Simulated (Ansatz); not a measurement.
Al$_{2}$Au (fluorite or antifluorite type, Fm-3m), DFT-LDA in the program Ansatz with PAW potentials, all energies at zero smearing, with the estimated change up to a 700 eV cutoff added, with one set of potentials and settings (totals compare only within such a set). Cell of 3 atoms (2 Al, 1 Au): -13893.646 eV.

```csv
element,reference phase,E (eV/atom)
Al,"Fm-3m, 1 atoms in the cell",-512.8748
Au,"Fm-3m, 1 atoms in the cell",-12866.3883
```

Formation energy per atom, worked out: (-13893.646 − 2×(-512.8748) − 1×(-12866.3883))/3 = -0.503 eV/atom (-49 kJ per mol of atoms), at 0 K, without zero-point energy or fitted corrections.

Symmetry was held in the LDA relaxation. The references are the lowest solids computed at this level, not always the standard phases. Scalar-relativistic: spin–orbit coupling is off unless named, which matters more the heavier the elements.

Potentials: the earlier of the program's two PAW sets. The files were generated under PBE; for other functionals the program regenerates the frozen cores, and for LDA and PBEsol the local potential too.
